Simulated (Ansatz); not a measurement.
Relaxed CsSnI3 (cubic perovskite):

```
CsSnI3
1.0
    6.27122     0.00000     0.00000
    0.00000     6.27122     0.00000
    0.00000     0.00000     6.27122
Cs Sn I
1 1 3
Direct
  0.00000   0.00000   0.00000
  0.50000   0.50000   0.50000
  0.00000   0.50000   0.50000
  0.50000   0.50000   0.00000
  0.50000   0.00000   0.50000
```

Method: PBE (plane waves to 420 eV, PAW, scalar-relativistic; Ansatz, a program for electronic structure). k mesh 5×5×5 (Γ-centred), Fermi-Dirac smearing 0.05 eV. CsSnI3 was relaxed with its symmetry unable to fall. Spin-orbit coupling is left out, though I is heavy. The PAW data are Ansatz's earlier set. This is a high-temperature form of CsSnI3.

One atom of the cell was then moved (with its periodic images), all else fixed, and the forces (eV/Å) came out as:

```
atom      Fx     Fy     Fz
----  ------  -----  -----
Cs1    0.040  0.000  0.000
Sn2    0.120  0.000  0.000
I3     0.266  0.000  0.000
I4    -0.039  0.000  0.000
I5    -0.387  0.000  0.000
```

Which atom was moved, and by which vector (Å)?

I5, by (0.75, 0.00, 0.00), 0.75 Å in all.

(For displaced atoms, the force is minus the slope of the energy, and its curvature is a force constant, which sets phonon frequencies.)
